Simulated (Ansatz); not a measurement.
In2Si2O7 in space group C2/m (No. 12; Pearson symbol mS22), PBEsol in the plane-wave PAW code Ansatz. The conduction-band minimum lies at Γ, with 1 equivalent valley. Second derivatives d²E/dk² of the lowest band at one valley (eV·Å²), along Cartesian directions:

| direction | d²E/dk² |
|---|---|
| [100] | 22.04 |
| [010] | 22.52 |
| [001] | 20.43 |
| [110] | 22.28 |
| [101] | 22.22 |
| [011] | 21.48 |

Find the principal effective masses, the density-of-states mass and the conductivity mass.

Off-diagonal terms follow from H_xy = H[110] − (H_xx + H_yy)/2, and m*/mₑ = 7.620 eV·Å² over each eigenvalue: 0.34, 0.34, 0.38. One valley's DOS mass (m₁m₂m₃)^(1/3) = 0.35, conductivity mass 3/(Σ 1/mᵢ) = 0.35 mₑ.

What effective density of states Nc follows at 300 K for parabolic valleys?

Nc = 2.509e19 × 1 × (0.35)^(3/2) ≈ 5.2e18 cm⁻³.

With the computed static dielectric constant 9.51 (mean of the diagonal), estimate a hydrogenic donor's binding energy and radius.

E = 13.606 eV × 0.35/9.51² ≈ 53 meV; a = 0.529 Å × ε/m* ≈ 14 Å. Semilocal masses tend to be too small when the gap is underestimated.

The workflow started from a Materials Project entry (that database holds measured and hypothetical structures alike); the Crystallography Open Database files this formula in space group No. 12, but the cells were not matched. Whether it is the stable phase at ambient conditions was not checked. Symmetry was held in the PBEsol relaxation; its stability against distortions is not shown here. Spin–orbit coupling is left out wherever it is not named.

Potentials: the later of the program's two PAW sets.
